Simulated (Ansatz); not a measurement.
ZnHgS2:
Space group R3m, hexagonal axes (No. 160); a = b = 3.9506 Å, c = 19.6325 Å, α = β = 90.00°, γ = 120.00°

```csv
atom,site,symmetry,x,y,z
Zn,3a,3m,0.0000,0.0000,0.5009
Hg,3a,3m,0.0000,0.0000,0.9966
S,3a,3m,0.0000,0.0000,0.8690
S,3a,3m,0.0000,0.0000,0.3835
```
(The calculation used a cell of 4 atoms; values per cell refer to that cell.)

This is the PBEsol-relaxed structure.

Question: All from PBEsol in the plane-wave PAW code Ansatz, unless another level is named. Estimate the gap with spin–orbit coupling.

Answer: 0.35 eV.

Question: And the formation energy from the elements (no fitted shifts)?

Answer: -0.47 eV/atom.

Question: Give the electron effective mass.

Answer: 0.052, 0.052, 0.077 mₑ (principal values).

Question: And the HSE06 gap on the PBEsol cell?

Answer: 1.46 eV.

Question: Next, the weight of the valence-edge state by species (Voronoi cells)?

Answer: S 77 %, Hg 19 %, Zn 5 %.

The first step of the workflow began from a Materials Project structure, measured or hypothetical; the Crystallography Open Database copy checked does not list it. Its standing as an ambient phase is unchecked. The cell was relaxed with PBEsol under the symmetry of its start; of distortions, only those at the zone centre were tested. The references are the lowest solids computed at this level, not always the standard phases. Scalar-relativistic: spin–orbit coupling is off unless named, which matters more the heavier the elements.

Potentials: the later of the program's two PAW sets.
